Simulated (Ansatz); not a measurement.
LiH (rock salt, Fm-3m), the program Ansatz at the PBEsol level (PAW). The conduction-band minimum lies at X, with 3 equivalent valleys. Second derivatives d²E/dk² of the lowest band at one valley (eV·Å²), along Cartesian directions:

| direction | d²E/dk² |
|---|---|
| [100] | 70.48 |
| [010] | 7.494 |
| [001] | 7.494 |
| [110] | 39.02 |
| [101] | 39.02 |
| [011] | 7.494 |

Find the principal effective masses, the density-of-states mass and the conductivity mass.

Off-diagonal terms follow from H_xy = H[110] − (H_xx + H_yy)/2, and m*/mₑ = 7.620 eV·Å² over each eigenvalue: 0.11, 1.0, 1.0. One valley's DOS mass (m₁m₂m₃)^(1/3) = 0.48, conductivity mass 3/(Σ 1/mᵢ) = 0.27 mₑ.

What effective density of states Nc follows at 300 K for parabolic valleys?

Nc = 2.509e19 × 3 × (0.48)^(3/2) ≈ 2.5e19 cm⁻³.

The PBEsol relaxation kept the symmetry of its start.

Potentials: the later of the program's two PAW sets.

Edges and masses are those of Kohn–Sham bands, whose gap is no quasiparticle gap.
